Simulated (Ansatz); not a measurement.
## Cd: strain energy, fitted

Cd, P6_3/mmc, a = 2.944 Å, c = 5.610 Å. Ansatz: PBEsol, PAW, 420 eV, Γ-centred 24×24×10 mesh on 2 atoms, Gaussian smearing 0.10 eV; no spin polarisation. Series: biaxial strain in the a-b plane, c and atoms relaxed; x is the strain in per cent. y is the free energy over the unstrained cell, V0 = 21.058 Å³/atom.

```
x (%) y (meV/atom)
 -6.0         96.23
 -4.0         41.92
 -2.0         10.67
  0.0          0.00
  2.0          4.40
  4.0         10.43
  6.0             ?
```

**Question.** Fit y = c2 x² + c3 x³ to the other rows, turn c2 into a modulus, and predict the missing energy.

**Answer.** Least squares on the rows shown. y = 1.5268 x² − 0.19971 x³. In eV per unit strain² c2 is 15.27; M is the biaxial modulus (E = M V0 ε²): 15.27 × 160.2 / (21.058) = 116 GPa. With a term in x⁴ added, the coefficient of x² becomes 1.993, 31 % more, which shows how far this figure hangs on the form. At x = 6.0 the fit asked for gives 11.83 meV/atom. The run gave 17.59 meV/atom, so the fit is 5.76 meV/atom too low, 6 % of the span of the series, against an rms of 2.68 meV/atom on the fitted rows. The row lies outside the fitted range. With a term in x⁴ added, a fit to the same known rows predicts -10.89 meV/atom, further off still.